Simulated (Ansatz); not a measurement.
The start is a generated cell, Sn placed in the graphite structure type. A full variable-cell relaxation at zero pressure is run with PBEsol (plane waves to 420 eV, PAW, scalar-relativistic; Ansatz, a first-principles code). The first steps use a coarse 8×8×3 k-mesh.

Starting cell:
```yaml
crystal:
  lattice:
    - [4.57236, 0.00000, 0.00000]
    - [-2.28618, 3.95978, 0.00000]
    - [0.00000, 0.00000, 12.45338]
  atoms:
    - { symbol: Sn, position: [0.00000, 0.00000, 0.25000] }
    - { symbol: Sn, position: [0.00000, 0.00000, 0.75000] }
    - { symbol: Sn, position: [0.33333, 0.66667, 0.25000] }
    - { symbol: Sn, position: [0.66667, 0.33333, 0.75000] }
```

How large is the pressure on the unrelaxed cell, and of which sign?

+2.1 GPa (positive: the cell is compressed).

How much energy is released per atom?

0.42 eV/atom.

How does the volume change?

-42.6 %, from 56.37 to 32.35 Å³/atom.

How do the shortest distances between atoms change?

The closest pairs of elements (up to four, under 3.6 Å), start → end: Sn–Sn 2.64 → 2.90 Å.

Give the final cell and atomic positions.


Space group P6₃/mmc (No. 194); a = b = 5.0240 Å, c = 5.9196 Å, α = β = 90.00°, γ = 120.00°

```csv
atom,site,symmetry,x,y,z
Sn,2b,-6m2,0.0000,0.0000,0.2500
Sn,2d,-6m2,0.6667,0.3333,0.2500
```

The space group stays P6₃/mmc (No. 194) (the run could not lower it), with 4 atoms in the primitive cell. Final values are on a 11×11×8 k-mesh of the relaxed cell. No spin polarisation in the result.

The run could not lower the symmetry of its start; a shaken copy of this end point relaxes with PBEsol to Cmmm (No. 65) at a tolerance of 0.01 Å, P6/mmm (No. 191) at 0.1 Å, 0.31 eV/atom lower.

The relaxed structure here is a generated cell of Sn: the first start was made by placing the elements on the sites of a structure type, and the end was not matched to a known phase here, so it may be hypothetical. Known forms of Sn include space group No. 141, 227.
